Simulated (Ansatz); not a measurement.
CsSnI$_{3}$ (cubic perovskite)

```xyz
5
Lattice="6.2712 0.0000 0.0000 0.0000 6.2712 0.0000 0.0000 0.0000 6.2712" Properties=species:S:1:pos:R:3 pbc="T T T"
Cs     0.0000     0.0000     0.0000
Sn     3.1356     3.1356     3.1356
I      0.0000     3.1356     3.1356
I      3.1356     3.1356     0.0000
I      3.1356     0.0000     3.1356
```

The slice is a {100} plane (indices of the conventional cell) through the point (0.500, 0.500, 0.500) (fractional), spanned by u = [100] and v = [010] in vectors of this cell: u (6.27 Å) and v (6.27 Å, at 90° to u). It covers one period; positions are fractions (u, v).

Calculation: PBE (plane waves to 420 eV, PAW, scalar-relativistic; Ansatz, a program for electronic structure). k mesh 6×6×6. Near the nuclei the fields are pseudised (PAW); where an atom keeps semicore shells as valence, they peak there. CsSnI3 was relaxed with its symmetry unable to fall. Spin-orbit coupling is left out, though I is heavy. The PAW data are Ansatz's earlier set. This is a high-temperature form of CsSnI3.

Three fields on this plane, each scaled to ten steps between its own extremes (0 low, 9 high; the total valence density on a logarithmic scale, the potential cut 8 eV below its top; x marks points blanked near nuclei; v = 0 in the bottom row):

Map A
```
|xxxx42259xxxxxxx95224xxx|
|xxxx32236xxxxxxx63223xxx|
|xxx4211245xxxxx5421124xx|
|543210012332223321001234|
|322100001111111110000122|
|322100000000000000000122|
|553210000000000000001235|
|996421000000000000012469|
|xxx5310000000000000135xx|
|xxxx31000000000000013xxx|
|xxxx21000000000000012xxx|
|xxxx21000000000000012xxx|
|xxxx21000000000000012xxx|
|xxxx31000000000000013xxx|
|xxx5310000000000000135xx|
|996421000000000000012469|
|553210000000000000001235|
|322100000000000000000122|
|322100001111111110000122|
|543210012332223321001234|
|xxx4211245xxxxx5421124xx|
|xxxx32236xxxxxxx63223xxx|
|xxxx42259xxxxxxx95224xxx|
|xxxx53359xxxxxxx95335xxx|
```

Map B
```
|xxxx97421xxxxxxx12479xxx|
|xxxx96321xxxxxxx12369xxx|
|xxx9752100xxxxx0012579xx|
|999753100001110000135799|
|776532100000000000123567|
|443211000000000000011234|
|222100000000000000000122|
|111000000000000000000011|
|xxx0000000000000000000xx|
|xxxx00000000000000000xxx|
|xxxx10000000000000001xxx|
|xxxx10000000000000001xxx|
|xxxx10000000000000001xxx|
|xxxx00000000000000000xxx|
|xxx0000000000000000000xx|
|111000000000000000000011|
|222100000000000000000122|
|443211000000000000011234|
|776532100000000000123567|
|999753100001110000135799|
|xxx9752100xxxxx0012579xx|
|xxxx96321xxxxxxx12369xxx|
|xxxx97421xxxxxxx12479xxx|
|xxxx97421xxxxxxx12479xxx|
```

Map C
```
|xxxx01420xxxxxxx02410xxx|
|xxxx03540xxxxxxx04530xxx|
|xxx0156630xxxxx0366510xx|
|000146776300000367764100|
|113568888754345788886531|
|445678999988888999987654|
|124678999999999999987642|
|000368999999999999986300|
|xxx0379999999999999730xx|
|xxxx05899999999999850xxx|
|xxxx04899999999999840xxx|
|xxxx03899999999999830xxx|
|xxxx04899999999999840xxx|
|xxxx05899999999999850xxx|
|xxx0379999999999999730xx|
|000368999999999999986300|
|124678999999999999987642|
|445678999988888999987654|
|113568888754345788886531|
|000146776300000367764100|
|xxx0156630xxxxx0366510xx|
|xxxx03540xxxxxxx04530xxx|
|xxxx01420xxxxxxx02410xxx|
|xxxx01410xxxxxxx01410xxx|
```

Question: Assign the maps to these fields: density of the lowest conduction band (whole band as if filled, smooth part); density of the highest valence band (whole band, smooth part); electrostatic potential energy of an electron, from the cell's mean.

Answer: A is the density of the highest valence band (whole band, smooth part); B is the density of the lowest conduction band (whole band as if filled, smooth part); C is the electrostatic potential energy of an electron, from the cell's mean.
